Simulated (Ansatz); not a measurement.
A surface is cut from this relaxed crystal of Ir:

```yaml
crystal:
  lattice:
    - [0.00000, 1.91512, 1.91512]
    - [1.91512, 0.00000, 1.91512]
    - [1.91512, 1.91512, 0.00000]
  atoms:
    - { symbol: Ir, position: [0.00000, 0.00000, 0.00000] }
```

Miller indices refer to the conventional cell of Fm-3m (No. 225), a = 3.830 Å, b = 3.830 Å, c = 3.830 Å, α = 90.00°, β = 90.00°, γ = 90.00°.

Theory: DFT PBEsol, scalar-relativistic, plane waves, PAW in Ansatz. Cutoff 420 eV, Gaussian smearing of 0.10 eV, no spin polarisation. A dipole correction acts along the normal.

The work function read from the bulk's Fermi level differs by 0.21 eV, so the slab's middle doesn't match the bulk reference (too thin, or relaxed to another structure or magnetic state).

A relaxed slab with low-index faces, about a nanometre thick, has these properties:

```json
{
  "Surface energy (mean of both faces)": "3.29 J/m²",
  "Work function": "5.67 eV"
}
```

Question: Which low-index plane was cut?

Answer: The (100) plane.

Spin-orbit coupling is left out, which matters for the bands of heavy elements.